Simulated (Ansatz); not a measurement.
With the program Ansatz at the LDA level (PAW), TaS2 in the CdI2 type structure (P-3m1) relaxes to a = 3.291 Å, c = 5.722 Å. Ta has 6 nearest neighbours from 2.44 Å (octahedral); S has 3 nearest neighbours from 2.44 Å (trigonal pyramidal). Its formation energy from the elements is -1.14 eV/atom, with no fitted shifts.

Electronic character: metallic (no gap).

An equation-of-state fit gives a bulk modulus of 44.7 GPa. The relaxed-ion elastic constants in GPa are C11 = 193, C12 = 35.0, C13 = 14.2, C14 = -8.1, C33 = 60.0, C44 = 23.1. The elastic constants imply a Debye temperature near 297 K. The highest mode at Γ lies at 378 cm⁻¹.

The cell was relaxed with LDA under the symmetry of its start; of distortions, only those at the zone centre were tested. No spin polarisation was allowed. The volume moved by -17 % from the start of the relaxation. A crystal of weakly bound layers computed without a dispersion correction: the cell and the soft elastic constants depend strongly on that. With an odd number of electrons in the cell and no spin polarisation, the count alone makes it a metal. As this level gives no gap, shear constants depend on the k-mesh and smearing (Fermi–Dirac, 0.1 eV here). As this level gives no gap, phonon frequencies hold no LO–TO term and depend on the k-mesh and smearing (Fermi–Dirac, 0.1 eV here). The references are the lowest solids computed at this level, not always the standard phases. Spin–orbit coupling is left out wherever it is not named.

Potentials: the later of the program's two PAW sets.
